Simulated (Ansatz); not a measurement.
The relaxed structure here is a generated cell of Ru: the first start was made by placing the elements on the sites of a structure type, and the end was not matched to a known phase here, so it may be hypothetical. Known forms of Ru include space group No. 194.

A relaxed cell of Ru (P6/mmm (No. 191)), relaxed on a k-mesh at least as fine as the one used below. Level of theory: r2SCAN (plane waves to 500 eV, PAW, scalar-relativistic; Ansatz, a quantum-chemistry and plane-wave program). Γ-centred k-mesh 9×9×6 on the run's cell (coarser than for final values), Fermi–Dirac smearing 0.05 eV.

```
CELL_PARAMETERS angstrom
      4.23601     0.00000     0.00000
     -2.11801     3.66849     0.00000
      0.00000     0.00000     5.33695
ATOMIC_POSITIONS crystal
  Ru 0.00000 0.00000 0.00000
  Ru 0.00000 0.00000 0.50000
  Ru 0.33333 0.66667 0.25000
  Ru 0.33333 0.66667 0.75000
  Ru 0.66667 0.33333 0.25000
  Ru 0.66667 0.33333 0.75000
```

The atoms are displaced along an unstable phonon of this cell by (Å):

| atom | ux | uy | uz |
|---|---|---|---|
| Ru1 | 0.000 | 0.000 | -0.150 |
| Ru2 | 0.000 | 0.000 | 0.150 |
| Ru3 | 0.000 | 0.000 | 0.000 |
| Ru4 | 0.000 | 0.000 | 0.000 |
| Ru5 | 0.000 | 0.000 | 0.000 |
| Ru6 | 0.000 | 0.000 | 0.000 |

Question: What forces (eV/Å) and pressure result?

Answer: 
```tsv
atom	Fx	Fy	Fz
Ru1	0.00	0.00	2.60
Ru2	0.00	0.00	-2.60
Ru3	0.00	0.00	0.00
Ru4	0.00	0.00	0.00
Ru5	0.00	0.00	0.00
Ru6	0.00	0.00	0.00
```

Pressure +3.4 GPa.

Question: Estimate the energy cost of the displacement in the harmonic approximation and compare with the calculation.

Answer: For a harmonic well ΔE = −½ Σ F·u = 0.390 eV a cell, or 65 meV/atom. The calculated energy relative to the undisplaced cell is +0.04 eV/atom, so anharmonic terms matter at this amplitude.

No spin polarisation in the result.

The run that gave the undisplaced cell could not lose the symmetry of its start, so the end can be a saddle point.
